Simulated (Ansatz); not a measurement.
Ansatz input file:

```yaml
crystal:
  lattice:
    - [1.89141524, 1.0920090979, 3.3632150867]
    - [-1.89141524, 1.0920090979, 3.3632150867]
    - [0.0, -2.1840181959, 3.3632150867]
  atoms:
    - { symbol: As, position: [0.7698083082, 0.7698083082, 0.7698083082] }
    - { symbol: As, position: [0.2301916918, 0.2301916918, 0.2301916918] }
basis:
  ecutwfc: 420
kpoints:
  mp_grid: { grid: [12, 12, 12] }
  band_path:
    path:
      - [[0.0, 0.0, 0.0], [0.5, 0.5, 0.5], [0.76305006, 0.23694994, 0.5]]
      - [[0.5, -0.23694994, 0.23694994], [0.5, 0.0, 0.0], [0.0, 0.0, 0.0], [0.36847497, -0.36847497, 0.0]]
      - [[0.63152503, 0.0, 0.36847497], [0.5, 0.0, 0.5], [0.0, 0.0, 0.0]]
    npoints: 14
hamiltonian:
  xc: pbesol
scf:
  occupations: { method: gaussian, width: 0.1 }
  n_extra_bands: 6
output:
  forces: true
  stress: true
  eigenvalues: true
  populations: true
  dos: { projected: true, de: 0.02, nscf_kmesh: { grid: [18, 18, 18] } }
  bader: true
  write_density: true
  write_potential: true
  elf: true
  volumetric_format: npy
```

Run as
```bash
ansatz run input.yaml --threads 1 --pin off --max-ram 2560MiB --backend cpu --events-out ev --progress --plain --runs-dir out
```

Method: DFT PBEsol, scalar-relativistic, plane waves, PAW (Ansatz 0.2.0).

Abridged output:

```
scf.n_extra_bands = 6 over 15 filled bands (N_el = 30.0): the run solves 21 bands
Pseudopotentials: kind: paw
Pseudopotential: As, paw, valence charge 15, recommended cutoff 420 eV (normal)
Functional definition: PBEsol
Crystal: 2 atoms, lattice volume = 41.679 Å³
Basis set: ecut = 420 eV, 821 PW (Γ), exchange–correlation on 54×54×54 points (8 copies of the dense FFT grid, shifted against one another)
Bands: 21, of which v1, the nominal top of the filled ones, is band 15 counted from 1 (14 counted from 0)
Symmetry: 12 space group operations
Space group: R-3m (ITA 166), of the structure as read, at distance tolerance 3.5e-5 Å
k-points: 189 of 1728
Initial density: superposition of atomic densities (neutral atoms: chi_scale 0, normalization atom), corrected by the library's trained network
Initial wavefunctions: pseudopotential atomic-orbital guess
Functional: x = pbesol(κ = 0.804, μ = 0.12345679), c = pbesol(β = 0.046)
SCF iter   1: F=—  HF=-9626.048418 eV  |F-HF|=—  |Δ(HF+E_count)|=         —  Δρ=1.80e-3  dr2=1.25e-3  ethr=1.77e-3  ⟨swp⟩=5.3  Hψ=18729  notcnv=0
SCF iter   2: F=—  HF=-9626.047654 eV  |F-HF|=—  |Δ(HF+E_count)|=   7.64e-4  Δρ=1.11e-3  dr2=4.91e-4  ethr=4.16e-6  ⟨swp⟩=2.0  Hψ=7424  notcnv=0
SCF iter   3: F=—  HF=-9626.047674 eV  |F-HF|=—  |Δ(HF+E_count)|=   1.96e-5  Δρ=4.28e-4  dr2=9.79e-5  ethr=1.64e-6  ⟨swp⟩=2.7  Hψ=6047  notcnv=0
SCF iter   4: F=—  HF=-9626.047680 eV  |F-HF|=—  |Δ(HF+E_count)|=   6.03e-6  Δρ=1.02e-4  dr2=5.52e-6  ethr=3.26e-7  ⟨swp⟩=3.0  Hψ=6491  notcnv=0
SCF iter   5: F=—  HF=-9626.047679 eV  |F-HF|=—  |Δ(HF+E_count)|=   8.44e-7  Δρ=4.43e-5  dr2=5.92e-7  ethr=1.84e-8  ⟨swp⟩=2.0  Hψ=6488  notcnv=0
SCF iter   6: F=—  HF=-9626.047677 eV  |F-HF|=—  |Δ(HF+E_count)|=   1.27e-6  Δρ=1.35e-5  dr2=7.93e-8  ethr=3.33e-10  ⟨swp⟩=10.9  Hψ=33308  notcnv=0
SCF iter   7: F=-9626.047677 eV  HF=-9626.047677 eV  |F-HF|=1.38e-9  |Δ(HF+E_count)|=   4.74e-8  Δρ=2.82e-6  dr2=5.97e-9  ethr=2.64e-10  ⟨swp⟩=7.3  Hψ=22145  notcnv=0
SCF 1 converged in 7 iterations: F = -9626.047677 eV  dr2 = 5.97e-9
SCF converged after 7 iterations
Free energy (F): -9626.047677 eV
Harris-Foulkes:  -9626.047677 eV  (|F-HF|=1.38e-9)
Internal energy: -9626.047258 eV  (E = F + TS)
E sigma→0 (E₀):  -9626.047468 eV
Entropy (-TS):   -0.000419 eV (-0.210 meV/atom)
Fermi energy:    11.084462 eV
--- Per-component energies (eV) ---
  E_band       = -456.927853
  E_kinetic    = 205.431108
  E_local      = -3254.456147  (includes V_loc(G=0)·N_el)
  E_nonlocal   = -1336.745987
  E_hartree    = 1811.850704
  E_xc         = -157.645941
  E_vxc        = -158.742270  (∫ρ·V_xc dr)
  E_paw        = -3584.896503  (= ΣΔE_a)
  E_vpaw       = 463.884348  (= ΣTr[D̂ρ^β])
  E_aug_tail   = 0.000015  (compensation charges beyond the density's cutoff)
  E_ewald      = -3311.517365
  E_core_change = 1.932857  (= ΣΔE_core)
  E_smearing   = -0.000419  (= −TS)
--- Forces (eV/Å), atoms counted from 1 ---
  atom   1  As     0.00000000     0.00000000    -0.00175543
  atom   2  As     0.00000000     0.00000000     0.00175543
--- Stress (GPa, compression-positive) ---
       -0.001067       0.000000       0.000000
        0.000000      -0.001067       0.000000
        0.000000       0.000000       0.006725
  P = ⅓ Tr σ = 0.0015 GPa (0.015 kbar)
--- Band table (eV; the first three rows and the last of 189) ---
  k-point 0: bands = ["-25.2150", "-25.2150", "-25.1698", "-25.1698", "-25.1428", "-25.1035", "-25.1035", "-25.0927", "-25.0583", "-25.0583", "-4.0597", "5.5269", "8.7282", "9.0248", "9.0248", "13.1996", "14.2276", "14.2276", "17.5809", "17.5809", "17.9797"]
  k-point 1: bands = ["-25.2138", "-25.2129", "-25.1691", "-25.1684", "-25.1421", "-25.1045", "-25.1039", "-25.0939", "-25.0601", "-25.0596", "-3.9653", "5.1280", "8.7522", "8.9780", "9.1115", "13.2746", "14.0059", "14.0724", "17.0729", "17.5161", "17.6059"]
  k-point 2: bands = ["-25.2106", "-25.2068", "-25.1669", "-25.1643", "-25.1400", "-25.1073", "-25.1051", "-25.0976", "-25.0654", "-25.0634", "-3.6835", "4.1644", "8.6818", "8.8615", "9.4092", "13.1033", "13.5346", "13.6144", "16.7044", "17.4429", "17.8089"]
  k-point 188: bands = ["-25.1955", "-25.1955", "-25.1622", "-25.1622", "-25.1346", "-25.1078", "-25.1078", "-25.0998", "-25.0803", "-25.0803", "-2.3642", "0.7103", "9.3805", "9.3805", "10.4164", "11.4665", "11.4665", "12.6517", "19.5251", "21.9761", "21.9761"]
--- Löwdin populations: 2 sites ---
  site symbol q [e]
     0     As     14.9618
     1     As     14.9618
  spilling = 0.002546 (of n_electrons = 30.000000)
--- Bader charges: 2 sites ---
  site symbol charge [e]  shift [e]
     0     As      0.0000     0.0000
     1     As      0.0000     0.0000
  estimated error of the sums over rays = 2.4e-4 e
```

The calculation finished and met its thresholds.

The run took 120 s on 1 thread of Intel(R) Xeon(R) Processor @ 2.50GHz (Skylake/Cascade Lake), with other jobs on the host, peak memory 0.55 GiB.